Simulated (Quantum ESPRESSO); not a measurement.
## Al2ZnGeN4 (a curve over strain)

Computed values, not a measurement. The program is pw.x of Quantum ESPRESSO 7.5 (plane-wave density functional theory). The cell is made up: 8 atoms on a zincblende/diamond lattice, with randomly drawn elements, strain and displacements, not relaxed. PseudoDojo standard norm-conserving files (v0.5 for PBE, v0.4.1 for LDA and PBEsol) set the functional; there is no spin polarisation, spin-orbit coupling or dispersion term, and the masses in the input are unused placeholders.

Seven runs add a strain to one cell (shear xy, as the tensor component); the atoms follow the cell and are not relaxed. Stress in the table is positive in tension.

Input of the run at +0.0015:

```
&control calculation='scf', pseudo_dir='./dojo.nc.sr.pbe.v0_5.standard.upf', outdir='./o', disk_io='medium', tprnfor=.true., tstress=.true. /
&system ibrav=0, nat=8, ntyp=4, nbnd=36, ecutwfc=84.00895049, nosym=.true., tot_charge=0,
 occupations='smearing', smearing='fd', degauss=0.0018374661
/
&electrons conv_thr=7.350e-09, electron_maxstep=60, /
ATOMIC_SPECIES
Al 1.0 Al.upf
Ge 1.0 Ge.upf
N 1.0 N.upf
Zn 1.0 Zn.upf
CELL_PARAMETERS angstrom
4.6633 0.007 0.0
0.007 4.6633 0.0
0.0 0.0 4.6633
ATOMIC_POSITIONS angstrom
Al 0.1107 -0.0467 0.0424
Zn -0.0623 2.2849 2.2933
Al 2.4362 0.0107 2.3029
Ge 2.3444 2.3962 0.0869
N 1.1733 1.1938 1.1404
N 1.1057 3.4536 3.5072
N 3.4279 1.2257 3.4628
N 3.5196 3.5266 1.1065
K_POINTS automatic
4 4 4 1 1 1
```

```
added strain  free energy less that of the input shown (eV)  stress xx (GPa)  stress yy (GPa)  stress zz (GPa)  stress xy (GPa)  pressure (GPa)  iterations
     -0.0137                                         0.0307            15.58            16.52            15.65            -3.64          -15.92          13
     +0.0015                                         0.0000            16.03            16.97            15.99             0.27          -16.33          13
     +0.0082                                         0.0092            16.10            17.04            16.08             1.99          -16.41          13
     +0.0116                                         0.0189            16.11            17.05            16.11             2.86          -16.42          13
     +0.0141                                         0.0281            16.11            17.04            16.13             3.50          -16.42          13
     +0.0198                                         0.0566            16.06            16.99            16.14             4.95          -16.40          13
     +0.0239                                         0.0835            15.99            16.91            16.14             6.00          -16.35          13
```

A cubic fit gives a slope of stress xy against the added strain of 257 GPa at zero added strain, with the atoms clamped. Across the table the free energy follows the integral of the stress to within 0.3 meV. A rerun of one of the cells at 1437 eV and a 6 x 6 x 6 mesh moved values by no more than 0.003 eV in energy, 0.02 GPa in stress and 0.002 eV/Å in force.